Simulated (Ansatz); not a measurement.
Stability checks on a candidate for PdPt₂S₆

It was reached by relaxing an invented guess, and it needn't be the stable form of this composition.

All numbers below come from DFT PBE, scalar-relativistic, plane waves, PAW in Ansatz. Cutoff 420 eV, Γ-centred 6×6×6 mesh (9-atom cell), Gaussian smearing of 0.02 eV, no spin polarisation.

```yaml
crystal:
  lattice:
    - [3.09172, 1.78500, 6.45154]
    - [-3.09172, 1.78500, 6.45154]
    - [0.00000, -3.57001, 6.45154]
  atoms:
    - { symbol: Pd, position: [0.50000, 0.50000, 0.50000] }
    - { symbol: Pt, position: [0.83332, 0.83332, 0.83332] }
    - { symbol: Pt, position: [0.16668, 0.16668, 0.16668] }
    - { symbol: S, position: [0.22994, 0.89735, 0.56370] }
    - { symbol: S, position: [0.56370, 0.22994, 0.89735] }
    - { symbol: S, position: [0.89735, 0.56370, 0.22994] }
    - { symbol: S, position: [0.77006, 0.10265, 0.43630] }
    - { symbol: S, position: [0.10265, 0.43630, 0.77006] }
    - { symbol: S, position: [0.43630, 0.77006, 0.10265] }
```

The zero of energy is the elements' standard structures at the same level; no fitted shifts are applied.

Question: These tests were run: energy against the elements; phonons at Γ. What do they show?

Answer:

| test | result |
| --- | --- |
| energy against the elements | −0.310 eV/atom |
| phonons at Γ | lowest optical mode 102 cm⁻¹ |

It fails none of these tests. Other phases of the system weren't compared here, so this isn't yet thermodynamic stability. Phonons away from Γ weren't computed.

No dispersion correction is applied, so the spacing and binding between layers, chains or molecules are poorly described. Spin–orbit coupling, which can matter for Pt, is left out. The reference form of S is held partly by dispersion forces, which this level lacks. The run for the phonons used a 6×6×6 k mesh.
